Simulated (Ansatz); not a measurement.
Given:

NbP (CsCl type, Pm-3m), a = b = c = 3.079 Å, α = β = γ = 90.00°.

This is the PBEsol-relaxed structure.

All from PBEsol (plane waves, PAW; program Ansatz), unless another level is named. Estimate the electronic character.

metallic (no gap).

And the density of states at the Fermi level?

0.53 states/eV per atom (mean over ±0.08 eV).

What about the formation energy from the elements (no fitted shifts)?

-0.77 eV/atom.

Next, the gap with spin–orbit coupling?

none (metallic).

The cell is a constructed one: a structure type filled with these elements; neither database checked (COD, Materials Project) lists it. COD files the formula under space group No. 141. Whether it is the stable phase at ambient conditions was not checked. The cell was relaxed with PBEsol under the symmetry of its start; its stability against distortions is not shown here. No spin polarisation was allowed. The references are the lowest solids computed at this level, not always the standard phases. Spin–orbit coupling is left out wherever it is not named.

Potentials: the earlier of the program's two PAW sets. The files were generated under PBE; for other functionals the program regenerates the frozen cores, and for LDA and PBEsol the local potential too.
